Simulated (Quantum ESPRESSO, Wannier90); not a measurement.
**HfGe₂ (Cmcm), plane waves to Wannier functions**

Structure: Materials Project mp-13683, symmetrised, not relaxed again. COD (Crystallography Open Database) has an entry of this formula and space group (matched by these alone). Method: PBEsol plane waves in Quantum ESPRESSO 7.5 (PseudoDojo norm-conserving files, 63 Ry, no spin polarisation, no spin-orbit coupling), Bloch states on a 4×6×6 mesh through Γ, Wannier90 4.0.1. Density: 8×8×8 mesh, cold smearing 0.01 Ry. Spin-orbit coupling is left out although heavy elements are present.

On the energy scale of pw.x, whose zero is arbitrary, the Fermi level lies at 15.29 eV.

Input w.win:

```
num_bands = 46
num_wann = 34
exclude_bands = 1-28,75-78
num_iter = 1000
conv_tol = 1.0e-6
conv_window = 4
dis_num_iter = 1000
dis_conv_tol = 1.0e-6
dis_froz_max = 16.79
write_hr = true
write_u_matrices = true
begin projections
f=-0.25824,0.09805,0.20795: s;p;d
f=0.24825,-0.11746,-0.21013: s;p;d
f=-0.23809,0.43943,-0.12214: s;p
f=0.24528,-0.44401,0.12454: s;p
f=0.24299,0.24529,-0.49529: s;p
f=-0.24257,-0.25826,0.50247: s;p
end projections
begin unit_cell_cart
ang
    0.0000000000    0.0000000000    3.7528000000
   -3.7861000000    0.0000000000    0.0000000000
    1.8930500000   -7.4878400000    0.0000000000
end unit_cell_cart
begin atoms_frac
Hf  -0.2500000000  0.1061300000  0.2122600000
Hf   0.2500000000 -0.1061300000 -0.2122600000
Ge  -0.2500000000  0.4404200000 -0.1191600000
Ge   0.2500000000 -0.4404200000  0.1191600000
Ge   0.2500000000  0.2501500000 -0.4997000000
Ge  -0.2500000000 -0.2501500000  0.4997000000
end atoms_frac
mp_grid = 4 6 6
begin kpoints
0.0000000000 0.0000000000 0.0000000000
0.0000000000 0.0000000000 0.1666666667
0.0000000000 0.0000000000 0.3333333333
... (141 more lines: the 4x6x6 mesh through Gamma)
end kpoints
```

Input of pw2wannier90.x that gives the overlap and projection files (equivalent; here they were cut from one run over all bands):

```
&inputpp
  outdir = './out'
  prefix = 'pwscf'
  seedname = 'w'
  write_amn = .true.
  write_mmn = .true.
/
```

Output w.wout (banner and timings cut):

```
                                    ------
                                    SYSTEM
                                    ------

                              Lattice Vectors (Ang)
                    a_1     0.000000   0.000000   3.752800
                    a_2    -3.786100   0.000000   0.000000
                    a_3     1.893050  -7.487840   0.000000

                   Unit Cell Volume:     106.39080  (Ang^3)

                        Reciprocal-Space Vectors (Ang^-1)
                    b_1     0.000000   0.000000   1.674266
                    b_2    -1.659540  -0.419559   0.000000
                    b_3     0.000000  -0.839119   0.000000

 *----------------------------------------------------------------------------*
 |   Site       Fractional Coordinate          Cartesian Coordinate (Ang)     |
 +----------------------------------------------------------------------------+
 | hf   1  -0.25000   0.10613   0.21226   |    0.00000  -1.58937  -0.93820    |
 | hf   2   0.25000  -0.10613  -0.21226   |    0.00000   1.58937   0.93820    |
 | ge   1  -0.25000   0.44042  -0.11916   |   -1.89305   0.89225  -0.93820    |
 | ge   2   0.25000  -0.44042   0.11916   |    1.89305  -0.89225   0.93820    |
 | ge   3   0.25000   0.25015  -0.49970   |   -1.89305   3.74167   0.93820    |
 | ge   4  -0.25000  -0.25015   0.49970   |    1.89305  -3.74167  -0.93820    |
 *----------------------------------------------------------------------------*
                                ------------
                                K-POINT GRID
                                ------------

             Grid size =  4 x  6 x  6      Total points =  144

 *---------------------------------- MAIN ------------------------------------*
 |  Number of Wannier Functions               :                34             |
 |  Number of Objective Wannier Functions     :                34             |
 |  Number of input Bloch states              :                46             |
 |  Output verbosity (1=low, 5=high)          :                 1             |
 |  Timing Level (1=low, 5=high)              :                 1             |
 |  Optimisation (0=memory, 3=speed)          :                 3             |
 |  Length Unit                               :               Ang             |
 |  Post-processing setup (write *.nnkp)      :                 F             |
 |  Using Gamma-only branch of algorithms     :                 F             |
 *----------------------------------------------------------------------------*
 *------------------------------- WANNIERISE ---------------------------------*
 |  Total number of iterations                :              1000             |
 |  Number of CG steps before reset           :                 5             |
 |  Trial step length for line search         :             2.000             |
 |  Convergence tolerence                     :         0.100E-05             |
 |  Convergence window                        :                 4             |
 |  Iterations between writing output         :                 1             |
 |  Iterations between backing up to disk     :               100             |
 |  Write r^2_nm to file                      :                 F             |
 |  Write xyz WF centres to file              :                 F             |
 |  Write on-site energies <0n|H|0n> to file  :                 F             |
 |  Use guiding centre to control phases      :                 F             |
 |  Use phases for initial projections        :                 F             |
 *----------------------------------------------------------------------------*
 *------------------------------- DISENTANGLE --------------------------------*
 |  Using band disentanglement                :                 T             |
 |  Total number of iterations                :              1000             |
 |  Mixing ratio                              :             0.500             |
 |  Convergence tolerence                     :         1.000E-06             |
 |  Convergence window                        :                 3             |
 *----------------------------------------------------------------------------*
 *-------------------------------- PLOTTING ----------------------------------*
 |  Plotting Hamiltonian in WF basis          :                 T             |
 *----------------------------------------------------------------------------*

       ... (k-mesh section left out)

 Starting a new Wannier90 calculation ...

 Reading overlaps from w.mmn

 Reading projections from w.amn

 *------------------------------- DISENTANGLE --------------------------------*
 +----------------------------------------------------------------------------+
 |                              Energy  Windows                               |
 |                              ---------------                               |
 |                   Outer:    2.18799  to   34.98236  (eV)                   |
 |                   Inner:    2.18799  to   16.79000  (eV)                   |
 +----------------------------------------------------------------------------+
   Number of target bands to extract:   34

                   Unitarised projection of Wannier functions
                   ------------------------------------------
   A_mn = <psi_m|g_n> --> S = A.A^+ --> U = S^-1/2.A
   In dis_project... done
   Using an inner window (linner = T)
   In dis_proj_froz... done

                   Extraction of optimally-connected subspace
                   ------------------------------------------
 +---------------------------------------------------------------------+<-- DIS
 |  Iter     Omega_I(i-1)      Omega_I(i)      Delta (frac.)           |<-- DIS
 +---------------------------------------------------------------------+<-- DIS
       1      70.09820268      63.90656731       9.689E-02    <-- DIS
       2      65.92687298      61.75951428       6.748E-02    <-- DIS
       3      63.46663529      60.33894614       5.184E-02    <-- DIS
       4      61.59164244      59.22449694       3.997E-02    <-- DIS
       5      60.14630785      58.31819172       3.135E-02    <-- DIS
       6      59.00900120      57.56576996       2.507E-02    <-- DIS
       ... (lines left out)
     101      51.60580537      51.60394610       3.603E-05    <-- DIS
       ... (lines left out)
     199      51.56410038      51.56404883       9.997E-07    <-- DIS
     200      51.56403978      51.56398954       9.744E-07    <-- DIS
     201      51.56398067      51.56393169       9.500E-07    <-- DIS

             <<<      Delta < 1.000E-06  over  3 iterations     >>>
             <<< Disentanglement convergence criteria satisfied >>>

        Final Omega_I    51.56393169 (Ang^2)

 +----------------------------------------------------------------------------+

 Writing checkpoint file w.chk... done

 *------------------------------- WANNIERISE ---------------------------------*
 +--------------------------------------------------------------------+<-- CONV
 | Iter  Delta Spread     RMS Gradient      Spread (Ang^2)            |<-- CONV
 +--------------------------------------------------------------------+<-- CONV

 ------------------------------------------------------------------------------
 Initial State
  WF centre and spread    1  ( -0.028753, -1.654644, -0.903939 )     3.82846946
  WF centre and spread    2  (  0.011558, -1.567648, -1.005132 )     5.16966279
  WF centre and spread    3  (  0.004459, -1.530884, -0.955240 )     5.58294685
  WF centre and spread    4  (  0.015737, -1.477569, -0.960408 )     5.29416329
  WF centre and spread    5  ( -0.003401, -1.590111, -0.913358 )     1.67990853
  WF centre and spread    6  ( -0.009775, -1.621045, -0.925108 )     1.51111884
  WF centre and spread    7  (  0.000943, -1.585679, -0.919018 )     1.59035069
  WF centre and spread    8  ( -0.013750, -1.658876, -0.940034 )     1.78641927
  WF centre and spread    9  ( -0.014826, -1.594512, -0.939440 )     1.69302475
  WF centre and spread   10  ( -0.055548,  1.642995,  0.942617 )     3.86783067
  WF centre and spread   11  (  0.031106,  1.583431,  0.911365 )     5.20643899
  WF centre and spread   12  (  0.061493,  1.548002,  0.929774 )     5.62471375
  WF centre and spread   13  (  0.033643,  1.522012,  0.934184 )     5.35478723
  WF centre and spread   14  ( -0.008502,  1.586260,  0.944419 )     1.67790841
  WF centre and spread   15  ( -0.021607,  1.621345,  0.942076 )     1.51399609
  WF centre and spread   16  (  0.001380,  1.576149,  0.942610 )     1.58955094
  WF centre and spread   17  ( -0.030056,  1.646596,  0.938271 )     1.78913368
  WF centre and spread   18  ( -0.030712,  1.583623,  0.938492 )     1.70349678
  WF centre and spread   19  ( -1.897630,  0.905713, -0.894024 )     1.41632533
  WF centre and spread   20  ( -1.892725,  0.841623, -0.970162 )     2.10552629
  WF centre and spread   21  ( -1.890509,  0.814884, -0.930040 )     2.09545762
  WF centre and spread   22  ( -1.893729,  1.052815, -0.934962 )     1.97872762
  WF centre and spread   23  (  1.914501, -0.922845,  0.921876 )     1.41790633
  WF centre and spread   24  (  1.897606, -0.842602,  0.951085 )     2.11126752
  WF centre and spread   25  (  1.876176, -0.816630,  0.934432 )     2.09715716
  WF centre and spread   26  (  1.896190, -1.037417,  0.937727 )     1.98138209
  WF centre and spread   27  ( -1.869521,  3.709095,  0.912194 )     1.41340905
  WF centre and spread   28  ( -1.891917,  3.646710,  0.959868 )     1.90486959
  WF centre and spread   29  ( -1.912827,  3.832255,  0.937835 )     1.93888252
  WF centre and spread   30  ( -1.886463,  3.781082,  0.933538 )     2.11790177
  WF centre and spread   31  (  1.926327, -3.759194, -0.910143 )     1.41371406
  WF centre and spread   32  (  1.894482, -3.653656, -0.961423 )     1.90513129
  WF centre and spread   33  (  1.865227, -3.839088, -0.937486 )     1.93864926
  WF centre and spread   34  (  1.900242, -3.744681, -0.933352 )     2.11837542
  Sum of centres and spreads ( -0.021180, -0.002491, -0.020907 )    86.41860394

      0     0.864E+02     0.0000000000       86.4186038536  <-- CONV
        O_D=      0.2019420 O_OD=     34.6527302 O_TOT=     86.4186039 <-- SPRD
 ------------------------------------------------------------------------------
      1    -0.120E+01     1.3488485611       85.2235248423  <-- CONV
        O_D=      0.1935861 O_OD=     33.4660071 O_TOT=     85.2235248 <-- SPRD
      2    -0.123E+01     1.4966093384       83.9982826326  <-- CONV
        O_D=      0.1772639 O_OD=     32.2570870 O_TOT=     83.9982826 <-- SPRD
      3    -0.954E+00     1.3011801640       83.0440685047  <-- CONV
        O_D=      0.1452250 O_OD=     31.3349118 O_TOT=     83.0440685 <-- SPRD
      4    -0.687E+00     1.1675325942       82.3575435532  <-- CONV
        O_D=      0.1406230 O_OD=     30.6529888 O_TOT=     82.3575436 <-- SPRD
      5    -0.432E+00     0.9503486290       81.9250761859  <-- CONV
        O_D=      0.1290357 O_OD=     30.2321088 O_TOT=     81.9250762 <-- SPRD
       ... (lines left out)
    100    -0.166E-01     0.1597853680       64.7304444901  <-- CONV
        O_D=      0.0645580 O_OD=     13.1019548 O_TOT=     64.7304445 <-- SPRD
       ... (lines left out)
    200    -0.303E-03     0.0216118005       64.3246171845  <-- CONV
        O_D=      0.0653912 O_OD=     12.6952943 O_TOT=     64.3246172 <-- SPRD
       ... (lines left out)
    300    -0.459E-05     0.0029229864       64.3187661114  <-- CONV
        O_D=      0.0656079 O_OD=     12.6892265 O_TOT=     64.3187661 <-- SPRD
       ... (lines left out)
    400    -0.189E-05     0.0017311419       64.3185098154  <-- CONV
        O_D=      0.0656342 O_OD=     12.6889439 O_TOT=     64.3185098 <-- SPRD
       ... (lines left out)
    500    -0.151E-05     0.0015351068       64.3183396070  <-- CONV
        O_D=      0.0656493 O_OD=     12.6887587 O_TOT=     64.3183396 <-- SPRD
       ... (lines left out)
    600    -0.131E-05     0.0015663528       64.3181888774  <-- CONV
        O_D=      0.0656615 O_OD=     12.6885956 O_TOT=     64.3181889 <-- SPRD
       ... (lines left out)
    700    -0.140E-05     0.0014648148       64.3180529358  <-- CONV
        O_D=      0.0656634 O_OD=     12.6884579 O_TOT=     64.3180529 <-- SPRD
       ... (lines left out)
    800    -0.133E-05     0.0014159791       64.3179290563  <-- CONV
        O_D=      0.0656681 O_OD=     12.6883292 O_TOT=     64.3179291 <-- SPRD
       ... (lines left out)
    852    -0.879E-06     0.0013154754       64.3178690328  <-- CONV
        O_D=      0.0656717 O_OD=     12.6882656 O_TOT=     64.3178690 <-- SPRD
    853    -0.898E-06     0.0015951907       64.3178681345  <-- CONV
        O_D=      0.0656716 O_OD=     12.6882649 O_TOT=     64.3178681 <-- SPRD
    854    -0.966E-06     0.0013197045       64.3178671686  <-- CONV
        O_D=      0.0656711 O_OD=     12.6882644 O_TOT=     64.3178672 <-- SPRD
             <<<     Delta < 1.000E-06  over  4 iterations     >>>
             <<< Wannierisation convergence criteria satisfied >>>
 Final State
  WF centre and spread    1  (  0.006674, -2.602787, -0.938835 )     2.27983973
  WF centre and spread    2  (  0.005152, -1.626196, -1.941260 )     2.44631852
  WF centre and spread    3  (  1.014956, -1.630629, -0.938828 )     2.49129801
  WF centre and spread    4  (  0.028032, -0.471099, -0.937442 )     2.35515100
  WF centre and spread    5  (  0.005344, -1.624934,  0.072822 )     2.47125376
  WF centre and spread    6  ( -0.003634, -1.622036, -0.936698 )     1.49105812
  WF centre and spread    7  (  0.000852, -1.528688, -0.938343 )     1.55869648
  WF centre and spread    8  ( -1.071001, -1.601747, -0.938744 )     2.51858689
  WF centre and spread    9  ( -0.017892, -1.532219, -0.938528 )     1.64510306
  WF centre and spread   10  (  0.006434,  2.605094,  0.938831 )     2.27990843
  WF centre and spread   11  (  0.005591,  1.623566, -0.071429 )     2.46184239
  WF centre and spread   12  (  1.014453,  1.630019,  0.939276 )     2.51162124
  WF centre and spread   13  (  0.030929,  0.471446,  0.940265 )     2.35663987
  WF centre and spread   14  (  0.005908,  1.625716,  1.942523 )     2.45762474
  WF centre and spread   15  ( -0.004200,  1.622071,  0.937084 )     1.49122491
  WF centre and spread   16  (  0.000988,  1.529694,  0.936875 )     1.55794420
  WF centre and spread   17  ( -1.071244,  1.599251,  0.939391 )     2.50253674
  WF centre and spread   18  ( -0.020823,  1.533487,  0.938737 )     1.64442326
  WF centre and spread   19  ( -2.189451,  0.655716, -0.474930 )     1.78791693
  WF centre and spread   20  ( -2.150413,  0.659811, -1.420265 )     1.80843157
  WF centre and spread   21  ( -1.332858,  0.637029, -0.919123 )     1.74303986
  WF centre and spread   22  ( -1.893928,  1.634321, -0.937987 )     1.39689879
  WF centre and spread   23  (  2.380358, -0.635007,  0.667712 )     1.73403714
  WF centre and spread   24  (  1.912043, -0.688239,  1.477136 )     1.87697494
  WF centre and spread   25  (  1.390166, -0.628866,  0.700163 )     1.73600136
  WF centre and spread   26  (  1.891624, -1.634504,  0.930169 )     1.39642799
  WF centre and spread   27  ( -1.891532,  3.378877,  0.345891 )     1.54557836
  WF centre and spread   28  ( -1.891627,  3.379146,  1.530521 )     1.54645820
  WF centre and spread   29  ( -2.486980,  4.114418,  0.938025 )     1.53312060
  WF centre and spread   30  ( -1.297325,  4.113458,  0.938130 )     1.53334644
  WF centre and spread   31  (  2.488295, -4.114702, -0.937997 )     1.53269121
  WF centre and spread   32  (  1.895111, -3.379513, -1.530710 )     1.54658265
  WF centre and spread   33  (  1.298686, -4.113853, -0.937990 )     1.53362868
  WF centre and spread   34  (  1.895156, -3.379065, -0.345730 )     1.54566122
  Sum of centres and spreads ( -0.046156, -0.000965,  0.028710 )    64.31786726

         Spreads (Ang^2)       Omega I      =    51.563931686
        ================       Omega D      =     0.065671132
                               Omega OD     =    12.688264350
    Final Spread (Ang^2)       Omega Total  =    64.317867169
```
